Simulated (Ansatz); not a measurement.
# Ca5Ge2N6, one structure, two calculations

Cell: a Materials Project structure (computed, not necessarily an observed phase), taken as it stands.

Space group C2/c (No. 15); a = 10.2857, b = 6.0235, c = 13.1092 Å, β = 98.99°.

```csv
site,Wyckoff,site symmetry,x,y,z
Ca1,8f,1,0.5785,0.2490,0.5073
Ca5,8f,1,0.1505,0.9094,0.2150
Ca9,4e,2,0.5000,0.8793,0.2500
Ge,8f,1,0.7809,0.1283,0.0808
N15,8f,1,0.9512,0.0440,0.1295
N19,8f,1,0.6541,0.0281,0.1575
N23,8f,1,0.2692,0.9554,0.0624
```

One atom of each set is listed; the run and its k-mesh use a cell of 26 atoms with edges of 5.96, 5.96, 13.11 Å.

First run. All values are calculated (Ansatz; DFT, PBE, plane waves and PAW, scalar-relativistic, 420 eV cutoff, Γ-centred 6×6×3 k-points, Fermi–Dirac smearing 0.02 eV), not measured.

| site | V_zz (10²¹ V/m²) | η |
| --- | --- | --- |
| Ca1 | 4.89 | 0.30 |
| Ca5 | 4.16 | 0.22 |
| Ca9 | -5.29 | 0.72 |
| Ge | 7.14 | 0.95 |
| N15 | 3.47 | 0.29 |
| N19 | 3.16 | 0.14 |
| N23 | -4.37 | 0.33 |

Second run. The same atoms and settings, except that the functional is r2SCAN and the cutoff is 500 eV.

Question: Given the first result, estimate the second.

Answer: 

```tsv
site	V_zz	η	change of V_zz
Ca1	5.02	0.31	+0.13
Ca5	4.31	0.22	+0.15
Ca9	-5.48	0.72	-0.19
Ge	7.36	0.95	+0.22
N15	3.62	0.32	+0.15
N19	3.28	0.15	+0.12
N23	-4.56	0.31	-0.19
```

The largest change of V_zz is on Ge, from 7.14 to 7.36. In per cent, |V_zz| changes by +3 to +4 on Ca, +3 on Ge, +4 on N (all sites that start above 0.5).

For the second run: The largest force is 0.4 eV/Å, so the atoms aren't at the calculated equilibrium and relaxing them would move these values.
